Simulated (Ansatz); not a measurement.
LaB6:
```
LaB6
1.0
    4.15486     0.00000     0.00000
    0.00000     4.15486     0.00000
    0.00000     0.00000     4.15486
La B
1 6
Cartesian
  0.00000   0.00000   0.00000
  3.32459   2.07743   2.07743
  0.83028   2.07743   2.07743
  2.07743   3.32459   2.07743
  2.07743   0.83028   2.07743
  2.07743   2.07743   3.32459
  2.07743   2.07743   0.83028
```

Relaxed with PBE. Special points in fractions of this cell's reciprocal vectors: Γ (0.000, 0.000, 0.000); X (0.000, 0.500, 0.000); M (0.500, 0.500, 0.000); R (0.500, 0.500, 0.500).

### Question
List the band energies nearest the Fermi level at these points for DFT-PBE with spin–orbit coupling in the program Ansatz with PAW potentials.

### Answer
In eV from the Fermi level; about four levels below and three above (degenerate sets whole), none deeper than 8.9 eV; points with the same levels are listed once.

```
k                                below                          above
-  -----------------------------------  -----------------------------
Γ  -1.91 -1.91 -1.91 -1.91 -1.89 -1.89  0.16 0.16 0.18 0.18 0.18 0.18
X              -2.51 -2.51 -1.52 -1.52            1.39 1.39 1.51 1.51
M              -2.93 -2.93 -2.93 -2.93            0.94 0.94 1.01 1.01
R  -2.44 -2.44 -2.44 -2.44 -2.44 -2.44  1.38 1.38 1.57 1.57 1.57 1.57
```

Space group Pm-3m. Symmetry was held in the PBE relaxation.

Potentials: the later of the program's two PAW sets.
